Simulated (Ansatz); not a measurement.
Geometry optimisation in Ansatz: input, command and trajectory.

```yaml
crystal:
  lattice:
    - [-3.2509852537, 3.2509852537, 2.9448075655]
    - [3.2509852537, -3.2509852537, 2.9448075655]
    - [3.2509852537, 3.2509852537, -2.9448075655]
  atoms:
    - { symbol: Sn, position: [0.6637955911, 0.1637955911, 0.8275911823] }
    - { symbol: Sn, position: [0.1637955911, 0.3362044089, 0.5] }
    - { symbol: Sn, position: [0.3362044089, 0.8362044089, 0.1724088177] }
    - { symbol: Sn, position: [0.8362044089, 0.6637955911, 0.5] }
    - { symbol: Ru, position: [0.25, 0.25, 0.0] }
    - { symbol: Ru, position: [0.75, 0.75, 0.0] }
basis:
  ecutwfc: 500
kpoints:
  mp_grid: { grid: [8, 8, 8] }
hamiltonian:
  xc: r2scan
scf:
  occupations: { method: gaussian, width: 0.1 }
output:
  forces: true
  stress: true
  eigenvalues: true
relax:
  adjacent_minimum: "off"
  f_tol: 0.01
  max_steps: 30
  cell: { stress_tol: 0.1, fix: [volume] }
```

```bash
ansatz run input.yaml --threads 1 --pin off --max-ram 2560MiB --backend cpu --events-out ev --progress --plain --runs-dir out
```

Computed with Ansatz 0.2.0, DFT r2SCAN, scalar-relativistic, plane waves, PAW.

The volume is held at 1.06 times that of the relaxed cell.

Of 4 frames 3 are shown, positions in Å and forces in eV/Å; the SCF threshold varies from step to step. Steps run on the plane waves of an earlier cell, with a Pulay correction in the pressure. The basis is chosen afresh for the last frame, the zero of the energies, and at times for earlier ones too; energy and pressure step there, also at an unchanged geometry. The mark taken_back stands on steps that the optimiser undid.

```xyz
6
Lattice="-3.2510 3.2510 2.9448 3.2510 -3.2510 2.9448 3.2510 3.2510 -2.9448" Properties=species:S:1:pos:R:3:forces:R:3 pbc="T T T" step=1 free_energy_over_end_meV_per_atom=0.09 pressure_GPa=-6.71
Sn    1.0650    4.3160    0.0000    0.0303    0.0303    0.0000
Sn    2.1860    1.0650    0.0000   -0.0303    0.0303    0.0000
Sn    2.1860   -1.0650    2.9448   -0.0303   -0.0303    0.0000
Sn    1.0650    2.1860    2.9448    0.0303   -0.0303    0.0000
Ru    0.0000    0.0000    1.4724    0.0000    0.0000    0.0000
Ru    0.0000    0.0000    4.4172    0.0000    0.0000    0.0000
6
Lattice="-3.2497 3.2497 2.9472 3.2497 -3.2497 2.9472 3.2497 3.2497 -2.9472" Properties=species:S:1:pos:R:3:forces:R:3 pbc="T T T" step=2 free_energy_over_end_meV_per_atom=0.19 pressure_GPa=-6.57 taken_back
Sn    1.0753    4.3250    0.0000   -0.0432   -0.0432    0.0000
Sn    2.1743    1.0753    0.0000    0.0432   -0.0432    0.0000
Sn    2.1743   -1.0753    2.9472    0.0432    0.0432    0.0000
Sn    1.0753    2.1743    2.9472   -0.0432    0.0432    0.0000
Ru    0.0000    0.0000    1.4736    0.0000    0.0000    0.0000
Ru    0.0000    0.0000    4.4208    0.0000    0.0000    0.0000
6
Lattice="-3.2497 3.2497 2.9471 3.2497 -3.2497 2.9471 3.2497 3.2497 -2.9471" Properties=species:S:1:pos:R:3:forces:R:3 pbc="T T T" step=4 free_energy_over_end_meV_per_atom=0.00 pressure_GPa=-6.65
Sn    1.0691    4.3188    0.0000   -0.0014   -0.0014    0.0000
Sn    2.1806    1.0691    0.0000    0.0014   -0.0014    0.0000
Sn    2.1806   -1.0691    2.9471    0.0014    0.0014    0.0000
Sn    1.0691    2.1806    2.9471   -0.0014    0.0014    0.0000
Ru    0.0000    0.0000    1.4735    0.0000    0.0000    0.0000
Ru    0.0000    0.0000    4.4206    0.0000    0.0000    0.0000
```

Time: 110 s on 1 thread of Intel(R) Xeon(R) Platinum 8488C (Sapphire Rapids), with other jobs on the host, peak memory 0.95 GiB.